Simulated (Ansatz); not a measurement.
**Harmonic thermodynamics of Al₆FeCo₅**

All numbers below come from DFT PBE, scalar-relativistic, plane waves, PAW (Ansatz). Plane waves to 420 eV; Γ-centred k mesh 10×10×6; Fermi-Dirac smearing of 0.15 eV. No spin polarisation. Phonons by linear response, acoustic sum rule imposed.

Equilibrium structure at this level:
```
Al Fe Co
1.0
     4.03877    0.00000    0.00000
     0.00000    4.03877    0.00000
     0.00000    0.00000    8.56464
Al Fe Co
6 1 5
Direct
  0.50000 0.00000 0.00000
  0.50000 0.00000 0.33476
  0.50000 0.00000 0.66524
  0.00000 0.50000 0.00000
  0.00000 0.50000 0.33476
  0.00000 0.50000 0.66524
  0.50000 0.50000 0.50000
  0.50000 0.50000 0.16608
  0.50000 0.50000 0.83392
  0.00000 0.00000 0.16584
  0.00000 0.00000 0.50000
  0.00000 0.00000 0.83416
```

The structure comes from a generated guess, relaxed at this level; another structure or a mixture of phases may lie lower. In a metal, frequencies and elastic constants depend on the k mesh and the smearing, soft modes and shear constants most. Some empty bands missed the eigensolver's threshold. The q mesh is coarse, so values between its points are rough.

Force constants from linear response on a 2×2×1 q mesh, interpolated to a fine mesh.

Phonon density of states, in bins of 10 cm⁻¹:
(bin centre (cm⁻¹), share of modes (%)): (5, 0.0), (15, 0.0), (25, 0.0), (35, 0.0), (45, 0.1), (55, 0.1), (65, 0.2), (75, 0.2), (85, 0.3), (95, 0.4), (105, 0.5), (115, 0.6), (125, 0.8), (135, 1.0), (145, 1.4), (155, 1.8), (165, 2.3), (175, 3.4), (185, 4.4), (195, 5.4), (205, 6.5), (215, 6.7), (225, 7.1), (235, 4.4), (245, 2.2), (255, 0.0), (265, 0.0), (275, 0.1), (285, 2.4), (295, 3.8), (305, 4.0), (315, 5.0), (325, 4.9), (335, 4.1), (345, 3.6), (355, 4.9), (365, 6.0), (375, 6.4), (385, 4.2), (395, 0.7)

Q: How much zero-point energy does an atom carry?

A: 49.8 meV.

Q: How large are the vibrational entropy and heat capacity at 300 K?

A: S = 2.62 k_B and C_V = 2.60 k_B per atom, 87 % of the Dulong–Petit value.

Q: Tabulate them against temperature.

A:
```
T (K)  F_vib (meV/atom)  S (k_B/atom)  C_V (k_B/atom)
  100              48.7          0.48            1.09
  200              39.5          1.64            2.20
  300              21.0          2.62            2.60
  400              -5.0          3.39            2.76
  500             -37.0          4.02            2.84
  600             -74.0          4.54            2.89
  700            -115.1          4.99            2.92
  800            -159.8          5.38            2.94
  900            -207.7          5.73            2.95
 1000            -258.4          6.04            2.96
```
